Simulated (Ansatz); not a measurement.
Ca3SnH2:
```yaml
crystal:
  lattice:
    - [4.42535, -5.68325, 0.00000]
    - [4.42535, 5.68325, 0.00000]
    - [0.00000, 0.00000, 5.23336]
  atoms:
    - { symbol: Ca, position: [0.89069, 0.10931, 0.25000] }
    - { symbol: Ca, position: [0.10931, 0.89069, 0.75000] }
    - { symbol: Ca, position: [0.40814, 0.18614, 0.25000] }
    - { symbol: Ca, position: [0.59186, 0.81386, 0.75000] }
    - { symbol: Ca, position: [0.18614, 0.40814, 0.75000] }
    - { symbol: Ca, position: [0.81386, 0.59186, 0.25000] }
    - { symbol: Sn, position: [0.69329, 0.30671, 0.75000] }
    - { symbol: Sn, position: [0.30671, 0.69329, 0.25000] }
    - { symbol: H, position: [0.15164, 0.15164, 0.00000] }
    - { symbol: H, position: [0.84836, 0.84836, 0.00000] }
    - { symbol: H, position: [0.84836, 0.84836, 0.50000] }
    - { symbol: H, position: [0.15164, 0.15164, 0.50000] }
```

Relaxed with r²SCAN. Independent-particle spectrum: no excitons, no local fields, no scissors shift; 0.1 eV broadening; ε₁ of the summed bands alone.

### Question
Tabulate the dielectric function from r²SCAN in the plane-wave PAW code Ansatz.

### Answer


```
E (eV)  ε₁ xx  ε₂ xx  ε₁ yy  ε₂ yy  ε₁ zz  ε₂ zz
------  -----  -----  -----  -----  -----  -----
0.0     13.00   0.00  11.16   0.00  11.94   0.00
0.5     13.76   0.00  11.66   0.00  12.62   0.00
1.0     17.63   0.07  13.88   0.08  16.71   0.82
1.5     25.07  10.46  19.16   3.10  17.76   6.71
2.0     -1.85  24.25   3.46  17.98   4.13  14.95
2.5      2.92  12.08   7.95  12.10   7.96  11.95
3.0     -1.21   9.95  -0.35  12.11  -0.01  12.14
3.5     -2.08   6.23   0.15   9.08  -1.16   5.68
4.0     -1.50   5.56  -2.22   5.94   0.93   6.14
4.5     -0.73   3.77  -1.52   4.19   0.13   5.88
5.0     -0.22   3.22  -0.77   2.90  -0.52   4.59
5.5     -0.14   3.39   0.18   3.55  -0.42   4.29
6.0     -0.84   2.50  -0.40   2.94  -0.70   3.82
6.5      0.41   2.91  -1.03   2.46  -0.53   3.81
7.0     -0.47   2.87  -0.55   1.77  -2.77   4.12
7.5     -0.52   2.23   0.81   2.68  -1.59   1.62
8.0     -0.27   1.98  -0.45   2.24  -0.91   1.43
8.5     -0.36   1.61   0.02   2.09  -0.82   1.10
9.0     -0.47   1.52  -0.89   1.83  -0.41   1.03
9.5     -0.40   1.12  -0.54   1.35  -0.17   1.05
10.0    -0.23   1.22  -0.58   1.14  -0.14   1.07
10.5    -0.22   0.97  -0.38   0.74  -0.20   0.86
11.0    -0.11   0.79  -0.06   0.65   0.06   0.83
11.5     0.00   0.65   0.22   0.63   0.20   0.72
12.0    -0.06   0.62   0.04   0.69   0.05   0.85
```

With all bands, ε∞ without local fields is 13.1 (xx), 11.2 (yy), 12.0 (zz).

Space group Cmcm. The workflow started from a Materials Project entry (that database holds measured and hypothetical structures alike); the Crystallography Open Database files this formula in space group No. 63, but the cells were not matched. Whether it is the stable phase at ambient conditions was not checked. The r²SCAN relaxation kept the symmetry of its start; its stability against distortions is not shown here. Spin–orbit coupling is left out wherever it is not named.

Potentials: the later of the program's two PAW sets.
